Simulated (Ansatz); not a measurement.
Straining LiMg

These are results of DFT r2SCAN, scalar-relativistic, plane waves, PAW in Ansatz, not measurements. (500 eV cutoff, 12×12×12 k-mesh, Gaussian smearing of 0.10 eV, no spin polarisation)

Starting point, cell and atoms relaxed:

```
Li Mg
1.0
     3.43197    0.00000    0.00000
     0.00000    3.43197    0.00000
     0.00000    0.00000    3.42968
Li Mg
1 1
Direct
  0.00000 0.00000 0.00000
  0.50000 0.50000 0.50000
```

Deformation: c alone is stretched, the rest of the cell is held and the atoms relax, all within the symmetry that the strain leaves. Energies are extrapolated to zero smearing.

```tsv
strain (%)	ΔE (meV/atom)	a (Å)	b (Å)	c (Å)
-6.0	9.3	3.432	3.432	3.224
-4.0	4.2	3.432	3.432	3.292
-2.0	1.1	3.432	3.432	3.361
+0.0	0.0	3.432	3.432	3.430
+2.0	1.2	3.432	3.432	3.498
+4.0	3.7	3.432	3.432	3.567
+6.0	7.3	3.432	3.432	3.635
```

Q: Does one stiffness describe the whole range?

A: No: the innermost pair of points gives (1/V) d²E/dε² = 45 GPa and a cubic fit over all points 36 GPa, so terms beyond the third order count over this range.